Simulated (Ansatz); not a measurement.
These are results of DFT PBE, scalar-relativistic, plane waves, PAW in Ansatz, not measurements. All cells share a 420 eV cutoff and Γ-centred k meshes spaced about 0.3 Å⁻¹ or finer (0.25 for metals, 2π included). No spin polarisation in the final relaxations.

These are static total energies at zero pressure. All come from trial cells, and lower structures may exist.

Task: Which of these relaxed structures of Sc2Ga4S is the lowest in energy?
A. Space group P-3m1 (No. 164), trigonal, a = 4.118 Å, c = 9.446 Å. Sc has 3 S at 2.72 Å, 3 Ga at 2.83 Å, 3 Ga at 3.20 Å and 3 Sc at 3.55 Å; Ga on its first site is surrounded by 4 Ga at 2.45–2.53 Å and 3 Sc at 3.20 Å; Ga on its second site is surrounded by 3 Ga at 2.45 Å and 3 Sc at 2.83 Å; S is surrounded by 6 Sc at 2.72 Å.
B. Space group P-4m2 (No. 115), tetragonal, a = 3.979 Å, c = 8.461 Å. Sc is surrounded by 2 S at 2.68 Å, 4 Ga at 2.87 Å and 4 Ga at 3.15 Å; around Ga on a site of symmetry 2mm lie 4 Ga at 2.73 Å, 4 Sc at 2.87 Å and 2 S at 3.09 Å; Ga on a site of symmetry -4m2 is surrounded by 8 Ga at 2.73–2.81 Å and 4 Sc at 3.15 Å; S has 4 Sc at 2.68 Å and 4 Ga at 3.09 Å; 1 more site not described.
C. Space group P4/mmm (No. 123), tetragonal, a = 3.847 Å, c = 9.023 Å. Sc on its first site is surrounded by 8 Ga at 2.82 Å; Sc on its second site has 4 S at 2.72 Å and 8 Ga at 3.11 Å; around Ga lie 4 Ga at 2.72 Å, 2 Sc at 2.82 Å, 2 S at 3.11 Å and 2 Sc at 3.11 Å; around S lie 4 Sc at 2.72 Å and 8 Ga at 3.11 Å.

Result: A. It has space group P-3m1 (No. 164); the next, B, with space group P-4m2 (No. 115), lies 11 meV/atom higher. Counting Ga or Sc atoms around S (for each partner element, those within 1.25 times its shortest distance or 1.15 times the sum of covalent radii, where it is the nearest in units of that sum or under 1.3), the lowest has S 6 and the next has S 4.

For metals, differences of a few meV/atom aren't resolved. With atoms moved at random, P-3m1 (by 58 meV/atom) fell into a lower structure. Without a clear test, and held by symmetry: P-4m2 and P4/mmm. Some candidate types were left out of the draw beforehand, so a known form may be missing.
